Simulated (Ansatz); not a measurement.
Geometry optimisation in Ansatz: input, command and trajectory.

```yaml
crystal:
  lattice:
    - [4.9087309016, -2.8313239969, 0.0]
    - [4.9087309016, 2.8313239969, 0.0]
    - [0.0, 0.0, 5.2870596262]
  atoms:
    - { symbol: In, position: [0.3251538976, 0.6748461024, 0.989702697] }
    - { symbol: In, position: [0.6748461024, 0.3251538976, 0.489702697] }
    - { symbol: Ga, position: [0.0069812962, 0.333886909, 0.9925859641] }
    - { symbol: Ga, position: [0.666113091, 0.9930187038, 0.9925859641] }
    - { symbol: Ga, position: [0.9930187038, 0.666113091, 0.4925859641] }
    - { symbol: Ga, position: [0.333886909, 0.0069812962, 0.4925859641] }
    - { symbol: "N", position: [0.0265961354, 0.3336437264, 0.3589597062] }
    - { symbol: "N", position: [0.6663562736, 0.9734038646, 0.3589597062] }
    - { symbol: "N", position: [0.9734038646, 0.6663562736, 0.8589597062] }
    - { symbol: "N", position: [0.3336437264, 0.0265961354, 0.8589597062] }
    - { symbol: "N", position: [0.3078374144, 0.6921625856, 0.3952069626] }
    - { symbol: "N", position: [0.6921625856, 0.3078374144, 0.8952069626] }
basis:
  ecutwfc: 420
kpoints:
  mp_grid: { grid: [6, 6, 6] }
hamiltonian:
  xc: pbe
scf:
  occupations: { method: gaussian, width: 0.02 }
output:
  forces: true
  stress: true
  eigenvalues: true
relax:
  adjacent_minimum: "off"
  f_tol: 0.01
  max_steps: 30
  cell: { stress_tol: 0.1, fix: [volume] }
```

```bash
ansatz run input.yaml --threads 2 --pin off --max-ram 5120MiB --backend cpu --events-out ev --progress --plain --runs-dir out
```

Method: Ansatz, DFT PBE, scalar-relativistic, plane waves, PAW.

The volume is held at 0.94 times that of the relaxed cell.

Of 4 frames 3 are shown, positions in Å and forces in eV/Å; the SCF threshold varies from step to step. Steps run on the plane waves of an earlier cell, with a Pulay correction in the pressure. The basis is chosen afresh for the last frame, the zero of the energies, and at times for earlier ones too; energy and pressure can step there, also at an unchanged geometry. Where two frames share a geometry here, they differ by under 2 meV/atom and 0.3 GPa.

```xyz
12
Lattice="4.9087 -2.8313 0.0000 4.9087 2.8313 0.0000 0.0000 0.0000 5.2871" Properties=species:S:1:pos:R:3:forces:R:3 pbc="T T T" step=1 free_energy_over_end_meV_per_atom=0.02 pressure_GPa=10.96
In    4.9087    0.9901    5.2326    0.0000    0.0039   -0.0202
In    4.9087   -0.9901    2.5891    0.0000   -0.0039   -0.0202
Ga    1.6732    0.9256    5.2479    0.0073   -0.0010    0.0159
Ga    8.1442    0.9256    5.2479   -0.0073   -0.0010    0.0159
Ga    8.1442   -0.9256    2.6043   -0.0073    0.0010    0.0159
Ga    1.6732   -0.9256    2.6043    0.0073    0.0010    0.0159
N     1.7683    0.8694    1.8978    0.0164   -0.0112   -0.0209
N     8.0491    0.8694    1.8978   -0.0164   -0.0112   -0.0209
N     8.0491   -0.8694    4.5414   -0.0164    0.0112   -0.0209
N     1.7683   -0.8694    4.5414    0.0164    0.0112   -0.0209
N     4.9087    1.0881    2.0895    0.0000    0.0097    0.0302
N     4.9087   -1.0881    4.7330    0.0000   -0.0097    0.0302
12
Lattice="4.9096 -2.8316 0.0000 4.9096 2.8316 0.0000 0.0000 0.0000 5.2856" Properties=species:S:1:pos:R:3:forces:R:3 pbc="T T T" step=2 free_energy_over_end_meV_per_atom=0.00 pressure_GPa=10.95
In    4.9096    0.9916    5.2301    0.0000   -0.0017   -0.0096
In    4.9096   -0.9916    2.5874    0.0000    0.0017   -0.0096
Ga    1.6739    0.9262    5.2464    0.0044    0.0002    0.0100
Ga    8.1454    0.9262    5.2464   -0.0044    0.0002    0.0100
Ga    8.1454   -0.9262    2.6037   -0.0044   -0.0002    0.0100
Ga    1.6739   -0.9262    2.6037    0.0044   -0.0002    0.0100
N     1.7696    0.8683    1.8969    0.0047   -0.0042   -0.0104
N     8.0496    0.8683    1.8969   -0.0047   -0.0042   -0.0104
N     8.0496   -0.8683    4.5397   -0.0047    0.0042   -0.0104
N     1.7696   -0.8683    4.5397    0.0047    0.0042   -0.0104
N     4.9096    1.0881    2.0906    0.0000    0.0018    0.0104
N     4.9096   -1.0881    4.7333    0.0000   -0.0018    0.0104
12
Lattice="4.9099 -2.8318 0.0000 4.9099 2.8318 0.0000 0.0000 0.0000 5.2848" Properties=species:S:1:pos:R:3:forces:R:3 pbc="T T T" step=4 free_energy_over_end_meV_per_atom=0.00 pressure_GPa=10.94
In    4.9099    0.9920    5.2284    0.0000    0.0012    0.0017
In    4.9099   -0.9920    2.5860    0.0000   -0.0012    0.0017
Ga    1.6743    0.9267    5.2461   -0.0001   -0.0004    0.0020
Ga    8.1455    0.9267    5.2461    0.0001   -0.0004    0.0020
Ga    8.1455   -0.9267    2.6036    0.0001    0.0004    0.0020
Ga    1.6743   -0.9267    2.6036   -0.0001    0.0004    0.0020
N     1.7702    0.8675    1.8964   -0.0002    0.0004   -0.0021
N     8.0497    0.8675    1.8964    0.0002    0.0004   -0.0021
N     8.0497   -0.8675    4.5388    0.0002   -0.0004   -0.0021
N     1.7702   -0.8675    4.5388   -0.0002   -0.0004   -0.0021
N     4.9099    1.0882    2.0910    0.0000   -0.0009   -0.0015
N     4.9099   -1.0882    4.7334    0.0000    0.0009   -0.0015
```

It took 50 s on 2 threads of Intel(R) Xeon(R) 6975P-C (Granite Rapids) (shared host), peak memory 0.73 GiB.